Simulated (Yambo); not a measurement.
KHF$_{2}$ (space group I4/mcm, No. 140), G0W0@LDA in Yambo (4×4×4 mesh, plasmon pole; 6 Ry block, no terminator). The number N of bands in W and G is varied.

| N | x = 1/N | gap Z → Γ (eV) | shift of the valence edge (eV) |
|---|---|---|---|
| 38 | 0.02632 | 13.189 | -3.282 |
| 52 | 0.01923 | 12.047 | -2.714 |
| 71 | 0.01408 | 11.733 | -2.673 |
| 94 | 0.01064 | ? | ? |

Question: Basis-set arguments suggest E = E∞ + A x. Fix A and E∞ from the two rows above the withheld one, predict the row at 94 bands, and test the form.

Answer: Gap: A = (11.733 − (12.047))/(0.01408 − 0.01923) = 61.0, E∞ = 10.875 eV, so 11.523 eV is predicted; the run gave 11.584 eV (miss 61 meV). The first two rows have slope 161, so the form doesn't hold yet over the whole range. Shift: A = (-2.673 − (-2.714))/(0.01408 − 0.01923) = -7.96, E∞ = -2.561 eV, so -2.646 eV is predicted; the run gave -2.693 eV (miss 47 meV). The first two rows have slope -80.1, so the form doesn't hold yet over the whole range. The other settings are held fixed.

Geometry of the Materials Project entry, not relaxed at this level; primitive cell a = b = c = 5.1880 Å, α = β = 114.69°, γ = 99.48°.

A shift is the quasiparticle energy of the state minus its LDA energy.
